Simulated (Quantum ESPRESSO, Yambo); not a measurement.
**Levels of theory for the gap of SrTiO$_{3}$**

SrTiO3 (space group I4/mcm, No. 140): one geometry, one set of norm-conserving PBEsol (Quantum ESPRESSO, 84 Ry, without SOC) orbitals, self-energies from Yambo (4×4×4 Γ-centred k mesh, bands 3 to 148 and a 6 Ry block in the screening, 148 bands in G with the Bruneval-Gonze terminator, plasmon pole fitted at 27.2 eV).

The geometry is that of Materials Project entry mp-4651, symmetrised and not relaxed again.

```csv
level,gap Γ → Γ (eV),rough Yambo cost
PBEsol (Quantum ESPRESSO),1.93,–
exchange only (Hartree-Fock self-energy on PBEsol orbitals),14.23,about 1/9 (10 states)
static COHSEX@PBEsol,3.88,within a factor of two (2 states)
"G0W0@PBEsol, plasmon pole",3.56,1 (10 states)
```

Bare exchange has no screening and gives the widest gap; static COHSEX screens it but leaves out the frequency dependence, which G0W0 restores.

Costs are rough ratios of core time on shared machines.

Nearest settings tried, and what they do to the gap: 104 bands in W, 104 bands in G: +12 meV; 1 Ry block (23 vectors against 197): +1579 meV. Not varied: mesh. So the settings aren't converged at that level.

This is not the ordinary phase of the substance.
